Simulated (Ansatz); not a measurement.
The start is a randomly generated symmetric cell of Ti (space group No. 51). The structure is fully relaxed (lattice and positions, P = 0) with PBEsol (plane waves to 420 eV, PAW, scalar-relativistic; Ansatz, a quantum-chemistry and plane-wave program). The first steps use a coarse 7×11×11 k-mesh.

The start:
```yaml
crystal:
  lattice:
    - [4.61572, 0.00000, 0.00000]
    - [0.00000, 2.99092, 0.00000]
    - [0.00000, 0.00000, 2.86632]
  atoms:
    - { symbol: Ti, position: [0.75000, 0.00000, 0.62089] }
    - { symbol: Ti, position: [0.25000, 0.00000, 0.37911] }
```

Q: What pressure does the first self-consistent step give?

A: -8.6 GPa (negative: the cell is under tension).

Q: What is the largest force in the starting geometry, and on which atom (counted from 1)?

A: 1.28 eV/Å, on Ti1, Ti2 (atoms numbered as listed).

Q: By how much does the energy per atom fall from start to end?

A: 0.45 eV/atom.

Q: How does the volume change?

A: -14.6 %, from 19.79 to 16.90 Å³/atom.

Q: How do the shortest distances between atoms change?

A: The closest pairs of elements (up to four, under 3.6 Å), start → end: Ti–Ti 2.41 → 2.69 Å.

Q: What band gap does the relaxed structure have at this level?

A: No gap (metallic).

Q: Give the final cell and atomic positions.

A: 
```cif
data_Ti
_chemical_formula_sum 'Ti1'
_space_group_name_H-M_alt 'P6/mmm'
_space_group_IT_number 191
_space_group_name_Hall '-P 6 2'
_cell_length_a 2.68964
_cell_length_b 2.68964
_cell_length_c 2.69770
_cell_angle_alpha 90.000
_cell_angle_beta 90.000
_cell_angle_gamma 120.000
loop_
_atom_site_label
_atom_site_type_symbol
_atom_site_symmetry_multiplicity
_atom_site_Wyckoff_symbol
_atom_site_fract_x
_atom_site_fract_y
_atom_site_fract_z
_atom_site_occupancy
Ti1 Ti 1 a 0.00000 0.00000 0.00000 1
```

Final values are on a 20×20×17 k-mesh of the relaxed cell. No spin polarisation in the result.

The run could not lose the symmetry of its start, so the end can be a saddle point.

The relaxed structure here is a generated cell of Ti: the first start was made by a random draw of sites in a space group, and the end was not matched to a known phase here, so it may be hypothetical. Known forms of Ti include space group No. 194.
